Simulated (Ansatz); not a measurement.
Si:
Space group Fd-3m, origin choice 1 (No. 227); a = b = c = 5.4018 Å, α = β = γ = 90.00°

```tsv
atom	site	symmetry	x	y	z
Si	8a	-43m	0.0000	0.0000	0.0000
```
(The calculation used a cell of 2 atoms; values per cell refer to that cell.)

Relaxed with LDA.

Which orbitals make up the states near the band edges in DFT-LDA in the program Ansatz with PAW potentials?

Top 1 eV of the valence band: Si 3p 96 %. Bottom 1 eV of the conduction band: Si 3p 57 %, Si 3s 26 %, outside the projected shells 16 %. Projections are on Löwdin-orthogonalised atomic valence shells; empty p or d shells of many metals are not among them.

Tabulate the density of states.

States/eV per cell of 2 atoms, in 0.25 eV bins, energy from the valence-band maximum.

| E (eV) | total | Si 3p | Si 3s |
|---|---|---|---|
| -7.85 | 0.01 | 0.00 | 0.01 |
| -7.60 | 0.09 | 0.04 | 0.05 |
| -7.35 | 0.38 | 0.16 | 0.22 |
| -7.10 | 0.56 | 0.25 | 0.31 |
| -6.85 | 1.40 | 0.78 | 0.60 |
| -6.60 | 0.94 | 0.52 | 0.41 |
| -6.35 | 0.68 | 0.38 | 0.30 |
| -6.10 | 0.56 | 0.31 | 0.24 |
| -5.85 | 0.46 | 0.26 | 0.20 |
| -5.60 | 0.41 | 0.23 | 0.17 |
| -5.35 | 0.35 | 0.20 | 0.14 |
| -5.10 | 0.30 | 0.18 | 0.12 |
| -4.85 | 0.27 | 0.16 | 0.11 |
| -4.60 | 0.24 | 0.14 | 0.09 |
| -4.35 | 0.67 | 0.58 | 0.09 |
| -4.10 | 1.21 | 1.09 | 0.11 |
| -3.85 | 1.02 | 0.90 | 0.11 |
| -3.60 | 1.00 | 0.89 | 0.10 |
| -3.35 | 1.06 | 0.95 | 0.10 |
| -3.10 | 1.23 | 1.13 | 0.09 |
| -2.85 | 1.49 | 1.39 | 0.09 |
| -2.60 | 1.43 | 1.34 | 0.07 |
| -2.35 | 1.37 | 1.30 | 0.06 |
| -2.10 | 1.30 | 1.23 | 0.05 |
| -1.85 | 1.26 | 1.20 | 0.04 |
| -1.60 | 1.22 | 1.17 | 0.03 |
| -1.35 | 1.15 | 1.11 | 0.02 |
| -1.10 | 0.77 | 0.74 | 0.02 |
| -0.85 | 0.51 | 0.49 | 0.01 |
| -0.60 | 0.37 | 0.35 | 0.01 |
| -0.35 | 0.22 | 0.21 | 0.00 |
| -0.10 | 0.06 | 0.06 | 0.00 |
| 0.15 | 0.00 | 0.00 | 0.00 |
| 0.40 | 0.01 | 0.00 | 0.00 |
| 0.65 | 0.14 | 0.08 | 0.04 |
| 0.90 | 0.32 | 0.18 | 0.09 |
| 1.15 | 0.50 | 0.29 | 0.13 |
| 1.40 | 0.60 | 0.35 | 0.14 |
| 1.65 | 0.77 | 0.45 | 0.18 |
| 1.90 | 1.05 | 0.59 | 0.27 |
| 2.15 | 1.57 | 0.88 | 0.43 |
| 2.40 | 1.83 | 1.08 | 0.45 |
| 2.65 | 1.26 | 0.77 | 0.25 |
| 2.90 | 1.02 | 0.63 | 0.16 |
| 3.15 | 1.08 | 0.71 | 0.11 |
| 3.40 | 1.94 | 1.32 | 0.19 |
| 3.65 | 1.99 | 1.23 | 0.24 |
| 3.90 | 1.57 | 0.97 | 0.17 |
| 4.15 | 1.16 | 0.73 | 0.10 |
| 4.40 | 1.14 | 0.70 | 0.11 |
| 4.65 | 1.12 | 0.61 | 0.14 |
| 4.90 | 1.17 | 0.62 | 0.16 |
| 5.15 | 1.22 | 0.65 | 0.16 |

Symmetry was held in the LDA relaxation.

Potentials: the earlier of the program's two PAW sets. The files were generated under PBE; for other functionals the program regenerates the frozen cores, and for LDA and PBEsol the local potential too.
